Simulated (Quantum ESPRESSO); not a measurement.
# Moving one atom in NAlSi6

Calculated results; nothing here was measured. They come from pw.x of Quantum ESPRESSO 7.5, a plane-wave density functional program, with PseudoDojo standard norm-conserving files (v0.5 for PBE, v0.4.1 for LDA and PBEsol). The cells are made up: elements, strain and atom displacements were drawn at random, and nothing was relaxed. There is no spin polarisation, spin-orbit coupling or dispersion term.

The cell has 8 sites of a zincblende or diamond lattice. Sites 1 to 4 hold N Al Si Si; sites 5 to 8 hold Si Si Si Si. Cell vectors in Å: (5.573, 0.034, 0.033); (0.034, 5.584, 0.031); (0.033, 0.031, 5.560). Settings: PBE, cutoff 1143 eV, 6 x 6 x 6 k mesh shifted by half a step, Fermi-Dirac smearing of 0.1 eV.

Each run shifts the N atom on site 1 along y and leaves all else fixed. Site 8 is one of its nearest neighbours. E is the free energy of the cell above the lowest run shown.

| run | shift (Å) | Fy on site 1 (eV/Å) | Fy on site 8 (eV/Å) | P (GPa) | E (meV) |
| --- | --- | --- | --- | --- | --- |
| 1 | -0.1011 | -0.084 | 1.011 | -7.71 | 0.0 |
| 2 | -0.0624 | -0.158 | 1.031 | -7.72 | 4.7 |
| 3 | -0.0300 | -0.219 | 1.044 | -7.73 | 10.8 |
| 4 | 0.0122 | -0.299 | 1.056 | -7.73 | 21.7 |
| 6 | 0.0744 | -0.414 | 1.062 | -7.72 | 43.9 |
| 7 | 0.1566 | -0.560 | 1.052 | -7.68 | 84.0 |
| 5 | 0.0481 | ? | ? | ? | ? |

A rerun of one of these cells at 1437 eV and k mesh 8 x 8 x 8 moved values by no more than 0.002 eV in the cell's energy, 0.03 GPa in stress and 0.012 eV/Å in force.

## Worked fit

A parabola through the six runs shown gives Fy on site 1 = -0.276 - 1.87 u + 0.4 u² eV/Å, with u in Å and a scatter of 0.001 eV/Å. Minus the slope, 1.87 ± 0.02 eV/Å², is this atom's force constant along y at u = 0, with its periodic images moving too. The fitted force does not vanish within the range. The error is the larger of the fit's own and the change that a cubic makes, rounded up.

## Withheld run

Question: what Fy on site 1 should run 5 give?

The fit gives -0.365 eV/Å. The calculation gave -0.365 eV/Å.

| run | shift (Å) | Fy on site 1 (eV/Å) | Fy on site 8 (eV/Å) | P (GPa) | E (meV) |
| --- | --- | --- | --- | --- | --- |
| 5 | 0.0481 | -0.365 | 1.061 | -7.73 | 33.7 |